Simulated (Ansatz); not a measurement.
Starting cell, SiC (wurtzite):

```xyz
8
Lattice="6.1506 0.0000 0.0000 -1.5377 2.6633 0.0000 0.0000 0.0000 5.0482" Properties=species:S:1:pos:R:3 pbc="T T T"
Si     1.5377     0.8878     0.0025
Si     4.6130     0.8878     0.0025
Si     0.0000     1.7755     2.5266
Si     3.0753     1.7755     2.5266
C      1.5377     0.8878     3.1536
C      4.6130     0.8878     3.1536
C      0.0000     1.7755     0.6295
C      3.0753     1.7755     0.6295
```

The atoms are displaced by Q × the pattern below (from a DFPT mode at M = (0.5, 0.0, 0.0), largest move 1; Q in Å), at fixed cell. (q is in reciprocal vectors of the primitive cell; the cell shown is doubled to hold the pattern.)

| atom | x | y | z |
|---|---|---|---|
| Si1 | 0.033 | 0.019 | -0.999 |
| Si2 | -0.033 | -0.019 | 0.999 |
| Si3 | -0.033 | -0.019 | -0.999 |
| Si4 | 0.033 | 0.019 | 0.999 |
| C5 | -0.151 | -0.087 | -0.643 |
| C6 | 0.151 | 0.087 | 0.643 |
| C7 | 0.151 | 0.087 | -0.643 |
| C8 | -0.151 | -0.087 | 0.643 |

Method: r2SCAN (plane waves to 500 eV, PAW, scalar-relativistic; Ansatz, a program for electronic structure). k mesh 6×12×7 (Γ-centred), Fermi-Dirac smearing 0.05 eV. The energy includes the smearing's −TS. SiC was relaxed with its symmetry unable to fall. The zero of ΔE is the undisplaced structure.

```json
[
 {"Q (Å)": "-0.180", "ΔE (meV/cell)": "976"},
 {"Q (Å)": "-0.150", "ΔE (meV/cell)": "680"},
 {"Q (Å)": "-0.120", "ΔE (meV/cell)": "436"},
 {"Q (Å)": "-0.090", "ΔE (meV/cell)": "withheld"},
 {"Q (Å)": "-0.060", "ΔE (meV/cell)": "110"},
 {"Q (Å)": "-0.030", "ΔE (meV/cell)": "27"},
 {"Q (Å)": "0.000", "ΔE (meV/cell)": "0"},
 {"Q (Å)": "0.030", "ΔE (meV/cell)": "27"},
 {"Q (Å)": "0.060", "ΔE (meV/cell)": "110"},
 {"Q (Å)": "0.090", "ΔE (meV/cell)": "withheld"},
 {"Q (Å)": "0.120", "ΔE (meV/cell)": "436"},
 {"Q (Å)": "0.150", "ΔE (meV/cell)": "680"},
 {"Q (Å)": "0.180", "ΔE (meV/cell)": "976"}
]
```

Task: Fit an even polynomial form (powers 2, 4) to the given rows and predict ΔE at Q = 0.090.

Result: Least squares on the 11 given rows: ΔE = (30430)·Q² + (-9579)·Q⁴, in meV/cell with Q in Å; root-mean-square residual 0.3 meV/cell. At 0.090 the fit gives 246 meV/cell; the calculation gives 246 meV/cell, the same to the digits shown. The quadratic term alone would give 246 meV/cell.

(A displaced cell: forces are minus the slopes of the energy, force constants its curvatures, and phonons follow from these.)
